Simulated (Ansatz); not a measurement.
With PBE in the plane-wave PAW code Ansatz, PtC in the hexagonal phase (P-6m2; Pt on 1a, C on 1d) relaxes to a = 3.019 Å, c = 2.873 Å. C has 6 nearest neighbours from 2.26 Å (trigonal prismatic). Against the elements it lies at 1.55 eV/atom, with no fitted shifts.

Electronic character: metallic (no gap). Gap from PBE with spin–orbit coupling: none (metallic).

An equation-of-state fit gives a bulk modulus of 2420 kbar.

The start of the workflow was typed in or built on a structure type; neither database checked (COD, Materials Project) lists it. Whether it is the stable phase at ambient conditions was not checked. The PBE relaxation kept the symmetry of its start; its stability against distortions is not shown here. No spin polarisation was allowed. Its formation energy is positive at this level, so the cell may be metastable or incomplete. The references are the lowest solids computed at this level, not always the standard phases. Spin–orbit coupling is left out wherever it is not named.

Potentials: the earlier of the program's two PAW sets.
